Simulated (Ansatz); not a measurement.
Polymorphs of P₂W, each relaxed with plane-wave PAW LDA (Ansatz code):

A: C2/m
a = 8.416 Å, b = 3.134 Å, c = 7.410 Å, α = γ = 90.00°, β = 119.22°

```
atom  site  symmetry       x       y       z
----  ----  --------  ------  ------  ------
P       4i         m  0.1386  0.0000  0.0249
P       4i         m  0.3988  0.0000  0.6005
W       4i         m  0.1577  0.0000  0.7061
```

B: Cmc2_1
a = 3.131 Å, b = 11.081 Å, c = 4.933 Å, α = β = γ = 90.00°

```csv
atom,site,symmetry,x,y,z
P,4a,m..,0.0000,0.0700,0.8826
P,4a,m..,0.0000,0.2029,0.2005
W,4a,m..,0.0000,0.4067,0.0000
```

Q: Order them by energy per atom at 0 K (lowest first) at the level LDA.

A: B (+0 meV/atom), A (+10 meV/atom)

Standing as an ambient phase not checked: A; B. All cells were relaxed under the symmetry of their starts (and spin orders); stability against distortions was not tested throughout. Rows with no word on spin ran without spin polarisation. Scalar-relativistic: spin–orbit coupling is off unless named, which matters more the heavier the elements.

Energies hold the estimated change up to a 700 eV cutoff; steps of a few meV lie near the error of the meshes.

Potentials: the later of the program's two PAW sets.
